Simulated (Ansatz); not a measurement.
Given:

ScSi:
```yaml
crystal:
  lattice:
    - [1.99703, -4.94652, 0.00000]
    - [1.99703, 4.94652, 0.00000]
    - [0.00000, 0.00000, 3.66074]
  atoms:
    - { symbol: Sc, position: [0.13911, 0.86089, 0.75000] }
    - { symbol: Sc, position: [0.86089, 0.13911, 0.25000] }
    - { symbol: Si, position: [0.41919, 0.58081, 0.75000] }
    - { symbol: Si, position: [0.58081, 0.41919, 0.25000] }
```

This is the r²SCAN-relaxed structure.

Task: All from r²SCAN in the plane-wave PAW code Ansatz, unless another level is named. Estimate the bulk modulus (Birch–Murnaghan fit).

Result: 1070 kbar.

Task: Predict the highest zone-centre frequency.

Result: 394 cm⁻¹.

Space group Cmcm. The workflow started from a Materials Project entry (that database holds measured and hypothetical structures alike); the Crystallography Open Database copy checked does not list it. Whether it is the stable phase at ambient conditions was not checked. The cell was relaxed with r²SCAN under the symmetry of its start; of distortions, only those at the zone centre were tested. No spin polarisation was allowed. As this level gives no gap, phonon frequencies hold no LO–TO term and depend on the k-mesh and smearing (Fermi–Dirac, 0.1 eV here).

Potentials: the later of the program's two PAW sets.
